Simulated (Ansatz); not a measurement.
Bulk V2O5, relaxed with the program Ansatz at the r²SCAN+D4 level (PAW):

```xyz
14
Lattice="6.2723 0.0000 -0.0101 0.0000 3.5325 0.0000 -0.0291 0.0000 7.1351" Properties=species:S:1:pos:R:3 pbc="T T T"
V      4.6340     0.8831     5.1393
V      1.6092     2.6494     1.9856
V      1.2005     0.8831     6.4231
V      5.0426     2.6494     0.7018
O      4.6111     2.6494     5.7489
O      1.6320     0.8831     1.3760
O      0.2104     0.8831     5.0114
O      6.0328     2.6494     2.1135
O      2.7298     0.8831     5.8768
O      3.5133     2.6494     1.2482
O      0.8912     2.6494     6.9015
O      5.3519     0.8831     0.2234
O      4.2416     0.8831     3.6304
O      2.0015     2.6494     3.4946
```

One layer is taken out and relaxed. What does that cost?

32 meV/atom, or 20 meV/Å² of layer.

What lattice and gap has the free layer?

a = 3.527 Å, b = 6.252 Å; gap 1.93 eV, indirect.

Space group P2_1/m. The layer was cut from a bulk entry of the Materials Project (measured or hypothetical); whether that bulk phase is the ambient one, and whether the layer has been isolated, was not checked. The cell was relaxed with r²SCAN+D4 under the symmetry of its start; whether a distortion lowers the energy is not shown. The workflow began spin-polarised and lost its moments. No Hubbard U is applied.

Potentials: the later of the program's two PAW sets.
